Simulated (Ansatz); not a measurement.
Values for one crystal, relaxed and computed with LDA in the plane-wave PAW code Ansatz; other levels are named.

```yaml
volume_per_atom: 16.79 Å³
band_gap: 1.19 eV (indirect)
electron_effective_mass: 0.42, 0.42, 1.7 mₑ (principal values)
Static dielectric constant ε0 (ions relaxed, cell fixed): 44.5 (xx = yy), 16.5 (zz)
Electronic dielectric constant ε∞ (DFPT): 10.9 (xx = yy), 8.34 (zz)
zone_centre_stability: no imaginary mode at Γ
Formation energy from the elements (no fitted shifts): -1.42 eV/atom
```

Question: Pick the material that matches.
(A) Si3N4, Fd-3m (Si on 16c, Si on 8b, N on 32e)
(B) LaN, P4/nmm (La on 2c, N on 2a)
(C) Sr3BiN, anti-perovskite
(D) BN, rock salt

Answer: B, LaN, P4/nmm (La on 2c, N on 2a)

The first step of the workflow began from a Materials Project structure, measured or hypothetical; the Crystallography Open Database copy checked does not list it. COD files the formula under space group No. 225. Whether it is the stable phase at ambient conditions was not checked. The LDA relaxation kept the symmetry of its start. At this level the phase is dynamically unstable (imaginary phonons). The references are the lowest solids computed at this level, not always the standard phases (solids in place of the gases). Scalar-relativistic: spin–orbit coupling is off unless named, which matters more the heavier the elements.

Potentials: the later of the program's two PAW sets.
